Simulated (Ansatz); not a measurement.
Input and command of a plane-wave DFT calculation in Ansatz:

```yaml
crystal:
  lattice:
    - [4.0934769865, 0.0, 0.0]
    - [0.0, 10.6223812878, 0.0]
    - [0.0, 0.0, 5.7099038395]
  atoms:
    - { symbol: "Y", position: [0.0, 0.3099316362, 0.25] }
    - { symbol: "Y", position: [0.5, 0.1900683638, 0.75] }
    - { symbol: "Y", position: [0.5, 0.8099316362, 0.25] }
    - { symbol: "Y", position: [0.0, 0.6900683638, 0.75] }
    - { symbol: Al, position: [0.0, 0.0, 0.0] }
    - { symbol: Al, position: [0.0, 0.0, 0.5] }
    - { symbol: Al, position: [0.5, 0.5, 0.0] }
    - { symbol: Al, position: [0.5, 0.5, 0.5] }
    - { symbol: Ge, position: [0.5, 0.1047452656, 0.25] }
    - { symbol: Ge, position: [0.0, 0.3952547344, 0.75] }
    - { symbol: Ge, position: [0.0, 0.6047452656, 0.25] }
    - { symbol: Ge, position: [0.5, 0.8952547344, 0.75] }
basis:
  ecutwfc: 500
kpoints:
  mp_grid: { grid: [10, 4, 6] }
hamiltonian:
  xc: r2scan
scf:
  occupations: { method: gaussian, width: 0.1 }
output:
  forces: true
  stress: true
  eigenvalues: true
  write_density: true
  write_potential: true
  elf: true
  volumetric_format: npy
relax:
  adjacent_minimum: "off"
  f_tol: 0.008
  max_steps: 40
  cell: { stress_tol: 0.015, fix: [a, b, gamma] }
```

```bash
ansatz run input.yaml --threads 1 --pin off --max-ram 2560MiB --backend cpu --events-out ev --progress --plain --runs-dir out
```

Processor: Intel(R) Xeon(R) Processor @ 2.70GHz, 1 thread, on a host shared with other jobs.

Question: Estimate time, memory and problem size.

Answer: About 12 min on 1 thread of Intel(R) Xeon(R) Processor @ 2.70GHz, on a shared host, peak memory 1.6 GiB. It solves 68 bands at 72 k points (the mesh reduced by symmetry) with about 6341 plane waves (on the last cell), in 31 SCF iterations over 5 ionic steps.
